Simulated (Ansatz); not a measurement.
One crystal and one scan (energy over volume and axial ratio) at two levels, PBE (plane waves to 420 eV, PAW, scalar-relativistic; Ansatz, a program for electronic structure) and r2SCAN (plane waves to 500 eV, PAW, scalar-relativistic; Ansatz), each from its own relaxed cell and on its own mesh. The cell shown is that of PBE.

Hf (hcp, Mg type)

```xyz
2
Lattice="3.2041 0.0000 0.0000 -1.6021 2.7749 0.0000 0.0000 0.0000 5.0689" Properties=species:S:1:pos:R:3 pbc="T T T"
Hf     0.0000     1.8499     3.8017
Hf     1.6021     0.9250     1.2672
```

Two coordinates are scanned: the volume, and the ratio of the stretch along z (the conventional c axis) to the stretch across it. Atoms keep their fractional coordinates.

E stands for the smeared free energy. Hf is run without spin polarisation. Hf was relaxed with its symmetry unable to fall. Spin-orbit coupling is left out, though Hf is heavy. The PAW data are Ansatz's earlier set. With partly filled bands, the response to shear is sensitive to the k mesh, so small differences along c/a are uncertain. Percentages come from the unrounded values. Both scans cover V/V₀ from 0.960 to 1.040 and (c/a)/(c/a)₀ from 0.880 to 1.120.

Results of PBE:

* **Lattice constant a (Å)**: 3.204
* **Lattice constant c (Å)**: 5.069
* **Relaxed volume (Å³/atom)**: 22.53
* **Modulus against c/a change at fixed volume, (3/4V)·∂²E/∂(ln c/a)² (fit, atoms clamped) (GPa)**: 62

Problem. What does r2SCAN give for the same quantities?

Solution. 
```json
[
 {"quantity": "Lattice constant a (Å)", "r2SCAN": "3.198", "PBE − r2SCAN": "+0.006 (+0.2 %)"},
 {"quantity": "Lattice constant c (Å)", "r2SCAN": "5.047", "PBE − r2SCAN": "+0.022 (+0.4 %)"},
 {"quantity": "Relaxed volume (Å³/atom)", "r2SCAN": "22.35", "PBE − r2SCAN": "+0.18 (+0.8 %)"},
 {"quantity": "Modulus against c/a change at fixed volume, (3/4V)·∂²E/∂(ln c/a)² (fit, atoms clamped) (GPa)", "r2SCAN": "69", "PBE − r2SCAN": "-7 (-10 %)"}
]
```

PBE gives the higher value for: lattice constant c; relaxed volume. PBE gives the lower value for: modulus against c/a change at fixed volume. They agree on: lattice constant a (within 0.2 %).

(A scan under strain: stresses follow from slopes of the energy per volume, elastic moduli from its curvatures.)
